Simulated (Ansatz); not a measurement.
CoP3 (space group Im-3)

Space group Im-3 (No. 204); a = 7.640 Å, b = 7.640 Å, c = 7.640 Å, α = 90.00°, β = 90.00°, γ = 90.00°

```json
[
 {"atom": "Co", "site": "8c", "symmetry": ".-3.", "x": "0.2500", "y": "0.2500", "z": "0.2500"},
 {"atom": "P", "site": "24g", "symmetry": "m..", "x": "0.0000", "y": "0.3472", "z": "0.1471"}
]
```
(The calculation used a cell of 16 atoms; values per cell refer to that cell.)

This relaxed cell (volume V₀) is scaled evenly in all directions, its shape held. The atoms relax within the cell's symmetry.

The numbers are results of PBEsol (plane waves to 420 eV, PAW, scalar-relativistic; Ansatz, a first-principles code), not measurements. k mesh 5×5×5 (Γ-centred), Fermi-Dirac smearing 0.05 eV. The energy includes the smearing's −TS. Compression counts positive. At this level the bands of CoP3 touch or barely overlap; measurements give the solid a gap. CoP3 is run without spin polarisation. CoP3 was relaxed with its symmetry unable to fall. The zero of ΔE is the relaxed starting cell.

**Question.** Predict the ΔE (eV/atom) and P (GPa) at V/V₀ = 0.940, 0.955, 0.970, 0.985, 1.015, 1.030, 1.045, 1.060.

**Answer.** 
| V/V₀ | ΔE (eV/atom) | P (GPa) |
|---|---|---|
| 0.940 | 0.029 | 11.9 |
| 0.955 | 0.016 | 8.5 |
| 0.970 | 0.007 | 5.4 |
| 0.985 | 0.002 | 2.6 |
| 1.015 | 0.002 | -2.4 |
| 1.030 | 0.006 | -4.6 |
| 1.045 | 0.014 | -6.6 |
| 1.060 | 0.023 | -8.5 |

(A scan under strain: stresses follow from slopes of the energy per volume, elastic moduli from its curvatures.)
